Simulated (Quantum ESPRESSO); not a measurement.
```
CELL_PARAMETERS angstrom
      3.83291     0.00000     0.00000
      0.00000     3.83291     0.00000
      0.00000     0.00000     3.78967
ATOMIC_POSITIONS crystal
  O  0.00000 0.00000 0.50000
  O  0.50000 0.00000 0.00000
  O  0.00000 0.50000 0.00000
  W  0.00000 0.00000 0.00000
```

The PBEsol cell relaxed from Materials Project entry mp-19390 was given a biaxial strain of +1 % along x and y, z relaxed, and the atoms were relaxed again.

Task: What does norm-conserving PBEsol (Quantum ESPRESSO, 84 Ry, no spin-orbit coupling) give for the electronic structure near the Fermi level?

Result: The PBEsol gap is indirect, 0.55 eV, from A to Γ; the smallest direct gap is 1.61 eV. Another valence extremum on the path lies within 0.02 eV, too close to call. Without spin-orbit coupling, band edges of such heavy elements can be off by tenths of an eV.

The structure is a Materials Project entry; no match was found in the copy of COD used, and its stability was not checked.
